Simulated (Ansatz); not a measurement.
All numbers below come from Ansatz 0.2.0, DFT PBE, scalar-relativistic, plane waves, PAW. Settings: cutoff 420 eV, Γ-centred meshes spaced at most about 0.3 Å⁻¹, and about 0.25 Å⁻¹ or finer for metals (2π included), Gaussian smearing. No spin polarisation in the final relaxations.

Energies over the elements count from the elements' standard structures at the same level, with no fitted energy shifts.

A relaxed structure of TaSi has 15.68 Å³/atom, −0.08 eV/atom against the elements, no gap on its mesh:

Space group Pm-3m (No. 221). a = 3.153 Å, b = 3.153 Å, c = 3.153 Å, α = 90.00°, β = 90.00°, γ = 90.00°
```json
{"atom": "Ta", "site": "1b", "symmetry": "m-3m", "x": "0.5000", "y": "0.5000", "z": "0.5000"}
{"atom": "Si", "site": "1a", "symmetry": "m-3m", "x": "0.0000", "y": "0.0000", "z": "0.0000"}
```

Q: Predict cell, energy and gap of TaTe with the same space group and Wyckoff sites.

A: TaTe has a = 3.420 Å: 20.00 Å³/atom, +0.21 eV/atom against the elements, no gap on its mesh. The volume per atom changes by +27.6 % and the formation energy by +0.29 eV/atom (from unrounded values). Covalent radii: Si 1.11 Å, Te 1.38 Å; electronegativities 1.90 and 2.10. The cell follows the size of the atom. Around Ta lie 8 Te at 2.96 Å and 6 Ta at 3.42 Å; around Te lie 8 Ta at 2.96 Å and 6 Te at 3.42 Å.

```
Ta Te
1.0
     3.42009    0.00000    0.00000
     0.00000    3.42009    0.00000
     0.00000    0.00000    3.42009
Ta Te
1 1
Direct
  0.50000 0.50000 0.50000
  0.00000 0.00000 0.00000
```

The two cells were relaxed from separate starts that ended on the same group and sites; neither need be the stable form of its compound. These runs have no spin–orbit coupling, which can matter for Ta and Te. A magnetic state wasn't ruled out in cells without spin, among them TaSi Pm-3m, TaTe Pm-3m. The reference form of Te is held partly by dispersion forces, which this level lacks. Cells relaxed within their symmetry can be saddle points.
